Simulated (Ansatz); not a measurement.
**Kick test of a cell of CsLiCr₂Te₂S₃**

The structure comes from a generated guess, relaxed at this level; another structure or a mixture of phases may lie lower.

The calculation used Ansatz, DFT PBE, scalar-relativistic, plane waves, PAW. Plane waves to 420 eV, a k mesh through Γ of 6×6×4 on the computed 9-atom cell and Gaussian smearing (0.10 eV); collinear spin from starting moments 0.0 0.0 2.2 2.2 -0.1 -0.1 0.0 0.0 0.0 μB.

The cell below (9 atoms, space group Cm (No. 8)) is relaxed within its symmetry.

```
Cs Li Cr Te S
1.0
     3.42162   -5.18069    0.00784
     3.42162    5.18069    0.00784
    -2.90411    0.00000    7.43093
Cs Li Cr Te S
1 1 2 2 3
Direct
  0.09374 0.09374 0.00853
  0.58875 0.58875 0.55336
  0.05646 0.46755 0.55790
  0.46755 0.05646 0.55790
  0.56486 0.87357 0.29035
  0.87357 0.56486 0.29035
  0.81151 0.39697 0.73347
  0.39697 0.81151 0.73347
  0.21404 0.21404 0.48371
```

For the test it was strained at random (σ = 1.5 % a component), the atoms were moved at random (σ = 0.05 Å), and all was relaxed again on a coarse 4×4×4 mesh (in the run’s order of axes) with 0.20 eV smearing, with no symmetry imposed.

Spin–orbit coupling, which can matter for Te, is left out. No Hubbard U is applied to the 3d shell of Cr. Another magnetic order may lie lower.

Q: Does it come back?

A: It doesn't return. The energy falls by 44 meV/atom on that mesh, the volume changes by 4.2 %, and the end has space group P1 (No. 1) at a loose tolerance. Relaxed again on a 6×6×4 mesh with 0.10 eV smearing, the new structure lies 41 meV/atom below the first (mesh in the axes of the run's cell; the cell below is made exact in the group named). Space group P1 (No. 1), triclinic, a = 6.108 Å, b = 6.358 Å, c = 7.995 Å, α = 101.1°, β = 99.9°, γ = 111.3°. Cs has 4 S at 3.68–3.79 Å, 3 Te at 4.03–4.09 Å, 1 Li at 4.04 Å, 2 S at 4.30–4.44 Å, 1 Te at 4.40 Å, 5 Cr at 4.54–4.72 Å and 1 Te at 4.75 Å; Li has 3 S at 2.42–2.53 Å, 1 Te at 2.82 Å, 1 Cr at 2.87 Å, 3 Cr at 3.24–3.31 Å, 1 Te at 3.72 Å, 1 Te at 3.98 Å and 1 Cs at 4.04 Å; around Cr on its first site lie 3 S at 2.15–2.23 Å, 1 Te at 2.66 Å and 1 Li at 2.87 Å; around Te on its first site lie 1 Cr at 2.73 Å, 1 Li at 2.82 Å, 2 Te at 3.11–3.15 Å, 4 S at 3.82–4.20 Å, 1 Cs at 4.09 Å and 1 Cr at 4.13 Å; around S on its first site lie 1 Cr at 2.23 Å, 1 Cr at 2.36 Å, 1 Li at 2.42 Å, 4 S at 3.39–3.73 Å and 1 Cs at 3.68 Å; 4 more sites not described.

```cif
data_structure
_symmetry_space_group_name_H-M 'P 1'
_symmetry_Int_Tables_number 1
_cell_length_a 6.1080
_cell_length_b 6.3576
_cell_length_c 7.9952
_cell_angle_alpha 101.139
_cell_angle_beta 99.871
_cell_angle_gamma 111.272
_cell_volume 273.78
loop_
_atom_site_label
_atom_site_type_symbol
_atom_site_fract_x
_atom_site_fract_y
_atom_site_fract_z
_atom_site_occupancy
Cs1 Cs 0.06348 0.10178 0.99394 1
Li1 Li 0.57026 0.58143 0.57403 1
Cr1 Cr 0.07801 0.50137 0.57990 1
Cr2 Cr 0.43162 0.02971 0.53722 1
Te1 Te 0.54458 0.76732 0.28199 1
Te2 Te 0.01143 0.65933 0.29902 1
S1 S 0.77800 0.37133 0.70773 1
S2 S 0.39402 0.82508 0.74875 1
S3 S 0.19605 0.23009 0.48646 1
```
